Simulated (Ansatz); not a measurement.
CoPtRh:
```
CoPtRh
1.0
    2.68774     0.00000     0.00000
   -1.34387     2.32765     0.00000
    0.00000     0.00000     6.54155
Co Pt Rh
1 1 1
Cartesian
  0.00000   0.00000   6.49907
  0.00000   1.55177   2.09943
  1.34387   0.77588   4.48461
```
The run is spin-polarised; directions of the spins, atom by atom: ↑ ↑ ↑.

Relaxed with r²SCAN. Special points in fractions of this cell's reciprocal vectors: Γ (0.000, 0.000, 0.000); M (0.500, 0.000, 0.000); K (0.333, 0.333, 0.000); A (0.000, 0.000, 0.500); L (0.500, 0.000, 0.500); H (0.333, 0.333, 0.500).

Q: List the band energies nearest the Fermi level at these points for r²SCAN in the plane-wave PAW code Ansatz.

A: In eV from the Fermi level; about four levels below and three above (degenerate sets whole), none deeper than 8.9 eV; … stands for higher levels left out; points with the same levels are listed once.

```tsv
k	below	above
Γ ↑	-1.32 -1.32 -0.72 -0.72	10.99 …
M ↑	-2.76 -2.41 -0.77 -0.60	0.27 0.56 1.78
K ↑	-2.21 -1.86 -1.29 -0.92	4.20 5.10 5.68
A ↑	-1.55 -1.55 -0.43 -0.43	0.16 6.74 …
L ↑	-1.97 -1.18 -0.97 -0.04	0.26 0.55 2.33
H ↑	-2.30 -1.66 -0.72 -0.52	4.57 4.93 6.16
Γ ↓	-1.65 -1.65 -1.25 -0.49 -0.49	0.18 0.18 0.86 0.86
M ↓	-2.43 -1.68 -1.35 -1.34	0.60 0.85 1.13
K ↓	-2.43 -2.02 -1.52 -0.15	0.08 0.29 0.40
A ↓	-1.49 -1.49 -0.92 -0.92	0.02 0.09 0.09
L ↓	-1.58 -0.73 -0.64 -0.17	0.59 0.75 0.86
H ↓	-2.43 -1.63 -0.39 -0.15	0.57 0.85 1.10
```

Space group P3m1. The start of the workflow was typed in or built on a structure type; neither database checked (COD, Materials Project) lists it. Its standing as an ambient phase is unchecked. The r²SCAN relaxation kept the symmetry of its start; its stability against distortions is not shown here. Magnetic state: ferromagnetic, chosen from 3 collinear starts compared on coarse meshes (ties went to the first, and starts can fall back to one state), not a proven ground state. Other orbital occupations within this spin state were not tried. Scalar-relativistic: spin–orbit coupling is off unless named, which matters more the heavier the elements.

Potentials: the later of the program's two PAW sets.
